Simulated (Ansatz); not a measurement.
Ansatz 0.2.0, relaxation: Cs2SbN2

input.yaml:

```yaml
crystal:
  lattice:
    - [0.0, 4.336383, 0.0]
    - [4.336383, 0.0, 0.0]
    - [2.168192, 2.168192, -6.869866]
  atoms:
    - { symbol: "N", position: [0.25, 0.75, 0.5] }
    - { symbol: "N", position: [0.75, 0.25, 0.5] }
    - { symbol: Sb, position: [0.0, 0.0, 0.0] }
    - { symbol: Cs, position: [0.344, 0.344, 0.312] }
    - { symbol: Cs, position: [0.656, 0.656, 0.688] }
  symmetry: { tolerance: 0.0003 }
kpoints:
  mp_grid: { grid: [6, 6, 6], shift: [0, 0, 0] }
magnetization:
  spin_polarized: false
scf:
  occupations: { method: gaussian, width: 0.0353 }
  lower_state_search: "off"
hamiltonian:
  pseudopotentials: { kind: paw }
  xc: r2scan
basis:
  ecutwfc: 500
  fft_grid_basis: typed
relax:
  max_steps: 60
  f_tol: 0.03
output:
  forces: true
  stress: true
  eigenvalues: true
  bader: true
  populations: true
  elf: true
  write_potential: true
  volumetric_format: npy
  dos:
    e_range: [-12, 8]
    de: 0.05
    projected: { site_lists: { Cs: [Cs], "N": ["N"], Sb: [Sb] } }
checkpoint:
  read: saved_state
```

Run with:

```bash
ansatz run input.yaml --threads 2 --pin off --max-ram 2560MiB --backend cpu --events-out ev --progress --plain --runs-dir out
```

Origin of the cell: a known structure type with other elements, at an estimated volume, so it need not be a known compound.

The saved state is a converged single point of the same cell.

Steps:

```
step  ΔF (meV/atom)  max force component (eV/Å)  SCF iterations  step was
   1            0.0                       1.802               9  accepted
   2         -107.1                       0.837              10  accepted
   3         -119.9                       0.555              10  accepted
   4         -127.7                       0.097               8  accepted
   5         -128.0                       0.002               8  accepted
```

Before:

Space group I4/mmm (No. 139); the run's cell has a = 4.336 Å, b = 4.336 Å, c = 7.523 Å, α = 73.25°, β = 73.25°, γ = 90.00°. Shortest distances: Cs–N 2.52 Å, N–N 3.07 Å.

The relaxed structure.

Space group I4/mmm (No. 139); the run's cell has a = 4.336 Å, b = 4.336 Å, c = 7.523 Å, α = 73.25°, β = 73.25°, γ = 90.00°. Shortest distances: Cs–N 2.70 Å, N–N 3.07 Å, Cs–Sb 3.57 Å.

```xyz
5
Lattice="0.0000 4.3364 0.0000 4.3364 0.0000 0.0000 2.1682 2.1682 -6.8699" Properties=species:S:1:pos:R:3 pbc="T T T"
N     4.3364    2.1682   -3.4349
N     2.1682    4.3364   -3.4349
Sb    0.0000    0.0000    0.0000
Cs    2.1682    2.1682   -1.8310
Cs    4.3364    4.3364   -5.0388
```

```
Free energy lowered by  : 128.0 meV/atom
Final pressure          : 3.22 GPa
Relaxation steps listed : 5
```

Caveats: no moments, though an odd count or open d shells may carry them; no spin-orbit coupling, though heavy elements are present; the SCF threshold is looser than advised for a stress; the relaxation held the start's symmetry, so the end may be a saddle point.

It ran for 83 s on 2 threads of Arm Neoverse V1 (shared host), peak memory 0.78 GiB, from a saved density.
